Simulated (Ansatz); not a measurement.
Ga2O3:
```yaml
crystal:
  lattice:
    - [2.99335, 0.00000, 0.00000]
    - [-1.49668, 2.59232, 0.00000]
    - [0.00000, 0.00000, 6.96967]
  atoms:
    - { symbol: Ga, position: [0.33333, 0.66667, 0.20015] }
    - { symbol: Ga, position: [0.66667, 0.33333, 0.79985] }
    - { symbol: O, position: [0.00000, 0.00000, 0.00000] }
    - { symbol: O, position: [0.33333, 0.66667, 0.69502] }
    - { symbol: O, position: [0.66667, 0.33333, 0.30498] }
```

Relaxed with PBEsol. PBEsol (plane waves, PAW; program Ansatz) gives a gap of 2.47 eV.

### Question
What gap does HSE06 give on the same cell (Ansatz, PAW)?

### Answer
4.20 eV, 1.73 eV more. The hybrid was solved on a coarser mesh and at special points; the gap given is the minimum over both.

| k | v1 PBEsol | c1 PBEsol | v1 HSE06 | c1 HSE06 |
|---|---|---|---|---|
| Γ | 0.00 | 2.47 | 0.00 | 4.20 |
| A | -0.85 | 3.41 | -0.87 | 5.09 |
| K | -0.74 | 6.78 | ___ | ___ |
| H | -0.87 | 6.83 | ___ | ___ |
| M | -0.57 | 4.37 | ___ | ___ |
| L | -0.23 | 4.58 | ___ | ___ |

### Question
Top valence (v1) and lowest conduction level (c1) in eV from each method's valence maximum (which need not be a listed point): supply the withheld HSE06 values.

### Answer

- H, v1 HSE06: -0.89
- H, c1 HSE06: 8.94
- M, v1 HSE06: -0.64
- M, c1 HSE06: 6.28
- L, v1 HSE06: -0.28
- L, c1 HSE06: 6.49
- K, v1 HSE06: -0.75
- K, c1 HSE06: 8.89

Cost on shared cores: the PBEsol run (SCF on a 11×11×4 mesh, then bands and DOS) around 27 core-seconds (rough), the HSE06 run (SCF on 6×6×3, then a few points) around 110 core-seconds (rough); the tasks are unlike.

Space group P-3m1 (La2O3 or Ni2Al3 type). The cell is a constructed one: a structure type filled with these elements; neither database checked (COD, Materials Project) lists it. It is not the phase usual at ambient conditions (space group No. 12, 167). The cell was relaxed with PBEsol under the symmetry of its start. At this level the phase is dynamically unstable (imaginary phonons). Scalar-relativistic: spin–orbit coupling is off unless named, which matters more the heavier the elements.

Potentials: the earlier of the program's two PAW sets. The files were generated under PBE; for other functionals the program regenerates the frozen cores, and for LDA and PBEsol the local potential too.
